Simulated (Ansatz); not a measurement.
# Comparing deformations in C

These are results of Ansatz, DFT r2SCAN, scalar-relativistic, plane waves, PAW, not measurements. Settings: plane waves to 500 eV, k-mesh 8×8×8 (Γ-centred), Gaussian smearing 0.05 eV. No spin polarisation. Energies are free energies at this smearing, counted from the undisturbed cell; pressure is positive in compression.

The starting cell (relaxed at this level; this bcc form isn't the usual structure):

```
CELL_PARAMETERS angstrom
-2.42911 2.42911 2.42911
2.42911 -2.42911 2.42911
2.42911 2.42911 -2.42911
ATOMIC_POSITIONS crystal
C 0.32546 0.00000 0.00000
C 0.67454 0.67454 0.67454
C 0.00000 0.32546 0.00000
C 0.00000 0.00000 0.32546
C 0.00000 0.67454 0.00000
C 0.32546 0.32546 0.32546
C 0.67454 0.00000 0.00000
C 0.00000 0.00000 0.67454
```

The cell is strained by ε times a Voigt pattern (xx, yy, zz, yz, xz, xy; engineering shear) with fractional coordinates fixed. τ = (1/V0) dE/dε comes from the stress tensor. Of each scan, only the three points used here are listed.

| pattern | ε | τ (GPa) |
| --- | --- | --- |
| (1, 1, 0, 0, 0, 0) | -0.0150 | -26.87 |
| (1, 1, 0, 0, 0, 0) | 0.0000 | -0.02 |
| (1, 1, 0, 0, 0, 0) | 0.0150 | 24.02 |
| (0, 0, 1, 0, 0, 0) | -0.0150 | -11.27 |
| (0, 0, 1, 0, 0, 0) | 0.0000 | -0.01 |
| (0, 0, 1, 0, 0, 0) | 0.0150 | 10.02 |
| (0, 0, 0, 1, 0, 0) | -0.0050 | -1.52 |
| (0, 0, 0, 1, 0, 0) | 0.0000 | 0.00 |
| (0, 0, 0, 1, 0, 0) | 0.0050 | 1.52 |

Question: Which constants do the scans give, and which deformation costs least for the same size of strain tensor?

Answer: The slope dτ/dε at zero (parabola through three points) is pᵀCp: (1, 1, 0, 0, 0, 0) gives 2(C11 + C12) = 1696 GPa; (0, 0, 1, 0, 0, 0) gives C11 = 710 GPa; (0, 0, 0, 1, 0, 0) gives C44 = 303 GPa. The size of the strain tensor, ε:ε, is ε² times 2.0, 1.0, 0.5. Per unit of it the stiffnesses are 848, 710, 606 GPa, so (0, 0, 0, 1, 0, 0) is the softest of these: at ε:ε = (1 %)² the quadratic term costs 1.36 meV/atom against 1.90 for the stiffest. These are clamped-ion values.

Question: What else follows for this cubic crystal?

Answer: From the unrounded slopes C11 = 709.7 and C12 = 138.5 GPa, so B = (C11 + 2 C12)/3 = 329 GPa and the Poisson ratio for a pull along a cube edge is C12/(C11 + C12) = 0.16.

Question: How anisotropic is this cubic crystal?

Answer: Zener's ratio 2 C44/(C11 − C12) = 1.06 with clamped ions; it is 1 for an isotropic solid.

Forces appear on the atoms along this scan, and letting them relax would lower the energy and soften the response.